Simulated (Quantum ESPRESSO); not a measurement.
```xyz
6
Lattice="3.8223 0.0000 0.0000 0.0000 3.8223 0.0000 0.0000 0.0000 7.7737" Properties=species:S:1:pos:R:3 pbc="T T T"
H      1.9111     1.9111     0.0000
H      0.0000     0.0000     0.0000
Ca     0.0000     1.9111     1.2710
Ca     1.9111     0.0000     6.5027
Br     0.0000     1.9111     5.1984
Br     1.9111     0.0000     2.5752
```

Cell and atoms were relaxed with PBE+D3(BJ) from Materials Project entry mp-24422, within its symmetry.

Task: What does PBEsol (pw.x of Quantum ESPRESSO, ONCV potentials, scalar-relativistic) give for the electronic structure near the Fermi level?

Result: The PBEsol gap is direct, 3.75 eV at Z. Spin-orbit splittings are left out.
